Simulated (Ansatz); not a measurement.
# Which functional gives which lattice for GaN?

Starting cell:

```cif
data_structure
_symmetry_space_group_name_H-M 'P6_3mc'
_symmetry_Int_Tables_number 186
_cell_length_a 3.1772
_cell_length_b 3.1772
_cell_length_c 5.1752
_cell_angle_alpha 90.000
_cell_angle_beta 90.000
_cell_angle_gamma 120.000
_cell_volume 45.24
loop_
_atom_site_label
_atom_site_type_symbol
_atom_site_symmetry_multiplicity
_atom_site_Wyckoff_symbol
_atom_site_fract_x
_atom_site_fract_y
_atom_site_fract_z
_atom_site_occupancy
Ga1 Ga 2 b 0.33333 0.66667 0.99917 1
N1 N 2 b 0.33333 0.66667 0.37583 1
```

Ansatz, plane waves and PAW, scalar-relativistic (no spin–orbit coupling), 8×8×6 k-mesh. No spin polarisation. In the setting of the table the starting cell (space group P6_3mc) has 3.177 × 3.177 × 5.175 Å, angles 90.0 / 90.0 / 120.0°. Each functional was followed to zero pressure with shape and atoms relaxed, then fitted over four more volumes within ±4 % of it.

(1) What cell, stiffness and gap does each give?

Results:

(1) 
```tsv
functional	V0 (Å³/atom)	cell	B0 (GPa)	B′ from the pressures	gap on the mesh	cutoff (eV)
mr2SCAN	11.37	3.183 × 3.183 × 5.184 Å, angles 90.0 / 90.0 / 120.0°	197	4.3	2.35 eV	500
RPBE + D4	11.24	3.170 × 3.170 × 5.167 Å, angles 90.0 / 90.0 / 120.0°	185	4.4	2.05 eV	420
BLYP + D3(BJ)	11.59	3.201 × 3.201 × 5.226 Å, angles 90.0 / 90.0 / 120.0°	175	4.5	1.89 eV	420
revPBE + D3(BJ)	11.48	3.193 × 3.193 × 5.201 Å, angles 90.0 / 90.0 / 120.0°	180	4.4	1.90 eV	420
```

The volumes span 3.1 %, from RPBE + D4 to BLYP + D3(BJ). The stiffness doesn't follow the volume steadily: stiffest mr2SCAN (197 GPa at 11.37 Å³/atom), softest BLYP + D3(BJ) (175 GPa at 11.59 Å³/atom), yet mr2SCAN is stiffer than RPBE + D4 in a larger cell (197 against 185 GPa). Of 5 runs of this kind 1 is left out: 1 is in doubt (a loose fit, a gap or moment that comes and goes along the fit, no cell at zero pressure, a state that may not be the lowest or a known fault).

Caveats: gaps at these levels are rough, and mostly too small.

Points behind the fit for BLYP + D3(BJ):

```csv
V (Å³/atom),E − Emin (meV/atom),P (GPa)
11.131,10.91,7.81
11.363,2.63,3.69
11.594,0.00,0.00
11.826,2.47,-3.31
12.058,9.43,-6.28
```
